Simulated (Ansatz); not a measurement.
## KMgF$_{3}$: the gap against volume

KMgF$_{3}$, Pm-3m, a = 3.991 Å. The structure is a COD entry; whether it is the stable form wasn't checked. Ansatz: PBEsol, PAW, 420 eV, Γ-centred 6×6×6 mesh on 5 atoms, Gaussian smearing 0.02 eV; no spin polarisation. Symmetry fixes shape and atoms, so the cell is only scaled; x = ln(V/V0) with V0 = 12.713 Å³/atom. The gap is read at the mesh points alone.

| x | gap y (eV) |
| --- | --- |
| -0.1278 | 8.134 |
| -0.0943 | 7.851 |
| -0.0619 | 7.589 |
| -0.0305 | 7.346 |
| 0.0000 | ? |
| 0.0296 | 6.907 |
| 0.0583 | 6.707 |
| 0.0953 | 6.460 |

Question: Fit a straight line to the other rows, give the volume deformation potential of the gap and its pressure coefficient, and predict the missing gap. B0 = 72.1 GPa.

Answer: Means x = -0.01876, y = 7.2849; Σ(Δx)² = 0.04088, ΣΔxΔy = -0.3061; the slope is their ratio. y = 7.1444 − 7.4870 x. The slope is the deformation potential a = dE_g/d ln V = -7.49 eV, and dE_g/dP = −a/B0 = 104 meV/GPa. At x = 0.0000 the fit asked for gives 7.144 eV. The run gave 7.118 eV, so the fit is 0.026 eV too high, within twice the rms miss on the fitted rows (0.022 eV).

Semilocal functionals give gaps under the measured ones; changes of the gap mostly carry over better.

Symmetry holds off the tilts and polar distortions that many cubic perovskites undergo.